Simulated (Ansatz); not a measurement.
# BaZrO3 under pressure: fit and missing row

BaZrO3, Pm-3m, a = 4.181 Å. The structure is a Materials Project entry; whether it is the stable form wasn't checked. Ansatz: PBEsol, PAW, 420 eV, Γ-centred 6×6×6 mesh on 5 atoms, Gaussian smearing 0.02 eV; no spin polarisation. Cell and atoms are relaxed at each pressure, and no other structure is tried, so the rows at high pressure may lie past a change of phase.

| V (Å³/atom) | P (GPa) |
| --- | --- |
| ? | 40.03 |
| 13.240 | 20.01 |
| 13.839 | 10.01 |
| 14.202 | 4.95 |
| 14.437 | 2.04 |
| 14.614 | 0.00 |
| 14.803 | -2.04 |

Take V0 = 14.614 Å³/atom, fit the third-order Birch–Murnaghan form to the other rows, and predict the missing volume.

With the Eulerian strain f = ½[(V0/V)^(2/3) − 1] and y = P/[3f(1 + 2f)^(5/2)], the form is the line y = B0 + 1.5 B0 (B0′ − 4) f. Rows (f, y): 0.03402, 166.3; 0.01850, 164.7; 0.00962, 163.5; 0.00408, 163.3; -0.00427, 162.7. Means f = 0.01239, y = 164.10; Σ(Δf)² = 0.0008595, ΣΔfΔy = 0.08289; the slope is their ratio. y = 162.9 + 96.44 f GPa, so B0 = 162.9 GPa and B0′ = 4 + 2 × (96.44)/(3 × 162.9) = 4.39. P = 40.03 GPa is met at f = 0.05968 (y = 168.66), so V = V0 (1 + 2f)^(−3/2) = 12.340 Å³/atom. The run gave 12.339 Å³/atom, so the fit is 0.001 Å³/atom too high, within twice the rms miss on the fitted rows (0.0006 Å³/atom). The form still works here, 91 % of the fitted range beyond its end.

Symmetry holds off the tilts and polar distortions that many cubic perovskites undergo.

Cost: 7 runs of about 1.3 core-minutes in all, on AMD EPYC 7R43 (Zen 3) (shared hosts).